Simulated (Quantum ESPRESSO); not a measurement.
Simulation results for GaSi$_{6}$As (made-up cell)

All values are calculated (Quantum ESPRESSO 7.5). Calculation on a made-up crystal cell, not a measurement: periodic Kohn-Sham density functional theory in plane waves with PseudoDojo standard norm-conserving scalar-relativistic pseudopotentials, each functional with its own files (v0.5 for PBE, v0.4.1 for LDA and PBEsol), no spin polarisation, no spin-orbit coupling, atoms not relaxed, stress positive in tension, energies less a fixed whole-eV offset for each atom's element; levels are Kohn-Sham levels at fractions of this cell's reciprocal vectors, counted from the reference band (half the neutral cell's valence electrons, rounded up) at Gamma; error bars cover cutoff and k-mesh only, not smearing or the files; added strain carries the atoms with the cell, and shear is the tensor component; each bar is the largest change over components, and at least 0.002 eV, 0.002 eV per angstrom or 0.02 GPa; energies are for the whole cell, and the offsets were chosen from early runs and are not element reference energies.

GaSi$_{6}$As (made-up cell)

```cif
# cell vector a (Å): 5.3964 0.0754 -0.0267
# cell vector b (Å): 0.0754 5.4340 -0.0517
# cell vector c (Å): -0.0267 -0.0517 5.3635
data_GaSi6As
_symmetry_space_group_name_H-M 'P 1'
_symmetry_Int_Tables_number 1
_cell_length_a 5.3970
_cell_length_b 5.4348
_cell_length_c 5.3638
_cell_angle_alpha 91.101
_cell_angle_beta 90.576
_cell_angle_gamma 88.402
_cell_volume 157.23
loop_
_atom_site_label
_atom_site_type_symbol
_atom_site_fract_x
_atom_site_fract_y
_atom_site_fract_z
_atom_site_occupancy
Si1 Si 0.99625 0.00767 0.00561 1
Ga1 Ga 0.00214 0.49611 0.49949 1
As1 As 0.50424 0.99855 0.49753 1
Si2 Si 0.49486 0.48400 0.00556 1
Si3 Si 0.25760 0.25085 0.25203 1
Si4 Si 0.24683 0.74865 0.74783 1
Si5 Si 0.74685 0.24219 0.75228 1
Si6 Si 0.74659 0.75327 0.25474 1
```

* lattice type: zincblende/diamond
* functional: pbe
* cutoff: 1143 eV
* fermi dirac smearing: 0.1 eV
* scf tolerance: 1e-07 eV
* electrons removed: 0
* k mesh: 6 x 6 x 6, shifted by half a step
* pressure: withheld

Atoms:
```tsv
atoms element	atom site	atom energy offset (eV)
Si	1	-115
Ga	2	-2080
As	3	-2887
Si	4	-115
Si	5	-115
Si	6	-115
Si	7	-115
Si	8	-115
```

Question: What pressure does the calculation give for GaSi$_{6}$As (made-up cell)?
Answer: 7.585 GPa

Further results for GaSi$_{6}$As (made-up cell):

- free energy less offsets: -0.03723 eV
- smearing term minus ts: -0.0174 eV
- scf iterations: 10
- stress xx: -7.664 GPa
- stress yy: -7.05 GPa
- stress zz: -8.041 GPa
- stress yz: -2.06 GPa
- stress xz: -0.3826 GPa
- stress xy: 3.016 GPa
- fermi level: 0.04361 eV
- reference band: 26
- error bar energy: 0.002 eV
- error bar stress: 0.02 GPa
- error bar force: 0.002 eV/Å
- error bar next band up: 0.002 eV
- error bar fermi level: 0.003122 eV
- error bars from: tighter rerun of a related cell

Forces:
```tsv
site	x (eV/Å)	y (eV/Å)	z (eV/Å)
1	0.288	-0.8102	0.1822
2	-0.5636	-0.03374	0.3673
3	-0.8381	-0.2374	0.8872
4	0.2702	1.265	-0.3134
5	-1.012	0.1993	-0.5299
6	-0.184	-0.3208	0.8541
7	0.9399	1.183	0.03545
8	1.099	-1.245	-1.483
```

Levels:
```tsv
level k point	next band up (eV)
Gamma	0.2079
(1/2,1/2,1/2)	-0.02047
(0.15,0,0)	0.08195
(0,0.15,0)	0.1282
(0,0,0.15)	0.105
```
